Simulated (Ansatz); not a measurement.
Cs:
```
Cs
1.0
    5.34037     0.00000     0.00000
   -2.67019     4.62490     0.00000
    0.00000     0.00000     8.82632
Cs
2
Direct
  0.33333   0.66667   0.25000
  0.66667   0.33333   0.75000
```

Relaxed with PBEsol.

Question: Which orbitals make up the states near the Fermi level in PBEsol (plane waves, PAW; program Ansatz)?

Answer: Within 0.5 eV of the Fermi level: Cs 6s 85 %, outside the projected shells 13 %. Projections are on Löwdin-orthogonalised atomic valence shells; empty p or d shells of many metals are not among them.

Question: Tabulate the density of states.

Answer: States/eV per cell of 2 atoms, in 0.25 eV bins, energy from the Fermi level.

```csv
E (eV),total,Cs 6s,Cs 5p
-7.85,0.00,0.00,0.00
-7.60,0.00,0.00,0.00
-7.35,0.00,0.00,0.00
-7.10,0.00,0.00,0.00
-6.85,0.00,0.00,0.00
-6.60,0.00,0.00,0.00
-6.35,0.00,0.00,0.00
-6.10,0.00,0.00,0.00
-5.85,0.00,0.00,0.00
-5.60,0.00,0.00,0.00
-5.35,0.00,0.00,0.00
-5.10,0.00,0.00,0.00
-4.85,0.00,0.00,0.00
-4.60,0.00,0.00,0.00
-4.35,0.00,0.00,0.00
-4.10,0.00,0.00,0.00
-3.85,0.00,0.00,0.00
-3.60,0.00,0.00,0.00
-3.35,0.00,0.00,0.00
-3.10,0.00,0.00,0.00
-2.85,0.00,0.00,0.00
-2.60,0.00,0.00,0.00
-2.35,0.00,0.00,0.00
-2.10,0.00,0.00,0.00
-1.85,0.00,0.00,0.00
-1.60,0.29,0.28,0.00
-1.35,0.60,0.58,0.01
-1.10,0.84,0.81,0.02
-0.85,1.05,1.01,0.03
-0.60,1.35,1.29,0.03
-0.35,1.71,1.61,0.04
-0.10,2.43,2.23,0.04
0.15,2.72,2.32,0.03
0.40,2.83,2.07,0.02
0.65,2.31,0.93,0.01
0.90,6.30,0.37,0.00
1.15,6.06,0.11,0.00
1.40,3.11,0.11,0.00
1.65,5.65,0.16,0.00
1.90,7.14,0.26,0.00
2.15,3.85,0.10,0.00
2.40,4.08,0.06,0.00
2.65,4.42,0.02,0.00
```

Space group P6_3/mmc (hcp (Mg type)). The workflow started from a Materials Project entry (that database holds measured and hypothetical structures alike); the Crystallography Open Database copy checked does not list it. It is not the phase usual at ambient conditions (space group No. 229). The cell was relaxed with PBEsol under the symmetry of its start; whether a distortion lowers the energy is not shown. Scalar-relativistic: spin–orbit coupling is off unless named, which matters more the heavier the elements.

Potentials: the earlier of the program's two PAW sets.
